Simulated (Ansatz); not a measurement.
# Equation of state of NbZn3

```cif
data_structure
_symmetry_space_group_name_H-M 'P 1'
_symmetry_Int_Tables_number 1
_cell_length_a 3.9340
_cell_length_b 3.9340
_cell_length_c 3.9340
_cell_angle_alpha 90.000
_cell_angle_beta 90.000
_cell_angle_gamma 90.000
_cell_volume 60.88
loop_
_atom_site_label
_atom_site_type_symbol
_atom_site_fract_x
_atom_site_fract_y
_atom_site_fract_z
_atom_site_occupancy
Nb1 Nb 0.00000 0.00000 0.00000 1
Zn1 Zn 0.00000 0.50000 0.50000 1
Zn2 Zn 0.50000 0.00000 0.50000 1
Zn3 Zn 0.50000 0.50000 0.00000 1
```

The runs use the primitive cell with vectors (3.934, 0.000, 0.000), (0.000, 3.934, 0.000), (0.000, 0.000, 3.934) Å, to which the k mesh refers.

The geometry is COD entry 2310977, unchecked; take it as a test cell.

Spin polarisation is left out, and whether a magnetic state lies lower isn't shown here.

Levels of theory: DFT, PBEsol, all-electron LAPW, scalar-relativistic (Ansatz 0.2.0); DFT, PBEsol, PAW with Ansatz's default frozen-core files, scalar-relativistic (Ansatz 0.2.0).

For LAPW: a Γ-centred 10×10×10 k mesh, Fermi–Dirac smearing of 0.05 eV, basis error target 1 meV/atom, no spin polarisation. PAW takes a cutoff of 420 eV at this cell (files made with PBE, cores remade for this functional). The Ansatz runs share mesh, smearing and spin set-up. Plane-wave (PAW) pressures include the program's estimate of the Pulay term.

The cell above is scaled evenly, with fractional coordinates and shape held.

(1) Estimate the equilibrium volume and bulk modulus that full-potential LAPW gives for this fixed shape.

Results:

(1) V0 = 14.58 Å³/atom, B0 = 140 GPa, B0′ = 4.7, from a third-order Birch–Murnaghan fit to these pressures:
| V/V(cell) | V (Å³/atom) | P, LAPW (GPa) | P, PAW (GPa) | free energy over the lowest listed, PAW (meV/atom) |
| --- | --- | --- | --- | --- |
| 0.9400 | 14.308 | 2.73 | 2.72 | 2.2 |
| 0.9600 | 14.612 | -0.32 | -0.33 | 0.0 |
| 0.9800 | 14.917 | -3.03 | -3.04 | 3.3 |
| 0.9900 | 15.069 | -4.27 | -4.28 | 6.7 |
| 1.0000 | 15.221 | -5.44 | -5.45 | 11.4 |
| 1.0100 | 15.373 | -6.55 | -6.55 | 17.1 |
| 1.0200 | 15.525 | -7.59 | -7.59 | 23.8 |
| 1.0400 | 15.830 | -9.49 | -9.49 | 40.1 |
| 1.0600 | 16.134 | -11.17 | -11.17 | 59.7 |
